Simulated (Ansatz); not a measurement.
Here is an unrelaxed guess for MgCd3Se4.

```cif
data_structure
_symmetry_space_group_name_H-M 'P-43m'
_symmetry_Int_Tables_number 215
_cell_length_a 5.8677
_cell_length_b 5.8677
_cell_length_c 5.8677
_cell_angle_alpha 90.000
_cell_angle_beta 90.000
_cell_angle_gamma 90.000
_cell_volume 202.02
loop_
_atom_site_label
_atom_site_type_symbol
_atom_site_symmetry_multiplicity
_atom_site_Wyckoff_symbol
_atom_site_fract_x
_atom_site_fract_y
_atom_site_fract_z
_atom_site_occupancy
Mg1 Mg 1 a 0.00000 0.00000 0.00000 1
Cd1 Cd 3 c 0.00000 0.50000 0.50000 1
Se1 Se 4 e 0.75000 0.75000 0.25000 1
```

Computed with DFT PBE, scalar-relativistic, plane waves, PAW in Ansatz 0.2.0. Plane waves to 420 eV, a k mesh through Γ of 4×4×4 on the computed 8-atom cell and Gaussian smearing (0.10 eV); no spin polarisation.

The zero of energy is the elements' standard structures at the same level; no fitted shifts are applied.

Task: What does a single point on this coarse mesh give?

Result: The pressure is 8.8 GPa (it wants to expand), the largest force is 0.68 eV/Å, and the energy is −0.69 eV/atom against the elements. The shortest distance is 2.54 Å.

Task: Is it a good guess?

Result: A fair one: relaxing gains about 0.10 eV/atom in 7 ionic steps and ends at −0.786 eV/atom on the finer mesh. The symmetry stays P-43m (No. 215). The volume per atom grows by 14.7 %, from 25.3 to 29.0 Å³. The shortest distance goes from 2.54 Å (Cd–Se and Mg–Se) to 2.60 Å (Mg–Se). Conventional cell: a = 6.143 Å. Around Mg lie 4 Se at 2.60 Å; Cd has 4 Se at 2.68 Å; around Se lie 1 Mg at 2.60 Å and 3 Cd at 2.68 Å.

The last run used a 6×6×6 mesh for its 8-atom cell and Gaussian smearing of 0.02 eV. The reference form of Se is held partly by dispersion forces, which this level lacks. The relaxation can't lower the symmetry of the start, and the grade says only how near the guess is to its own end. A later test with randomly moved atoms came back to the same energy, though modes that don't fit the test's cell weren't probed.
